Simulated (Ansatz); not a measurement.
HfO₂: computed property card

HfO2:
```yaml
crystal:
  lattice:
    - [4.78957, 0.00000, 0.00000]
    - [0.00000, 4.78957, 0.00000]
    - [0.00000, 0.00000, 3.18606]
  atoms:
    - { symbol: Hf, position: [0.00000, 0.00000, 0.00000] }
    - { symbol: Hf, position: [0.50000, 0.50000, 0.50000] }
    - { symbol: O, position: [0.19511, 0.80489, 0.50000] }
    - { symbol: O, position: [0.80489, 0.19511, 0.50000] }
    - { symbol: O, position: [0.69511, 0.69511, 0.00000] }
    - { symbol: O, position: [0.30489, 0.30489, 0.00000] }
```

Space group P4_2/mnm (No. 136), rutile; conventional cell a = b = 4.7896 Å, c = 3.1861 Å, α = β = γ = 90.00°.

Method: LDA (plane waves, PAW; program Ansatz). Geometry: relaxed at this level of theory. Other levels are named where they apply.

Cell and energy:

```yaml
volume_per_atom: 12.18 Å³
density: 9.56 g/cm³
Formation energy from the elements (no fitted shifts): -3.59 eV/atom
```

Electronic structure:

```yaml
band_gap: 3.88 eV (direct)
valence_band_maximum: at Γ
conduction_band_minimum: at Γ
electron_effective_mass: 0.58, 0.77, 0.77 mₑ (principal values)
hole_effective_mass: 2.0, 2.0, 2.3 mₑ (principal values)
```

Mechanics:

```yaml
Bulk modulus (Birch–Murnaghan fit): 231 GPa
Pressure derivative B′: 4.4
Elastic constants (relaxed ions, GPa): C11 = 290, C12 = 212, C13 = 163, C33 = 499, C44 = 106, C66 = 226
mechanical_stability: stable (all eigenvalues of C positive)
hill_bulk_and_shear_moduli: 236 and 106 GPa
Young's modulus: 277 GPa
Poisson's ratio: 0.30
debye_temperature_from_the_elastic_constants: 482 K
```

Dielectric response:

```yaml
Electronic dielectric constant ε∞ (DFPT): 4.63 (xx = yy), 5.23 (zz)
Static dielectric constant ε0 (ions relaxed, cell fixed): 26.5 (xx = yy), 29.7 (zz)
Born charges (a third of the trace): Hf +5.68, O -2.84 e
```

Phonons:

```yaml
Highest zone-centre frequency (without LO–TO term): 806 cm⁻¹
zone_centre_stability: no imaginary mode at Γ
```

The workflow started from a Materials Project entry (that database holds measured and hypothetical structures alike); the Crystallography Open Database copy checked does not list it. It is not the phase usual at ambient conditions (space group No. 14, 29). The LDA relaxation kept the symmetry of its start. No spin polarisation was allowed. The references are the lowest solids computed at this level, not always the standard phases (solids in place of the gases). Spin–orbit coupling is left out wherever it is not named.

Potentials: the earlier of the program's two PAW sets. The files were generated under PBE; for other functionals the program regenerates the frozen cores, and for LDA and PBEsol the local potential too.
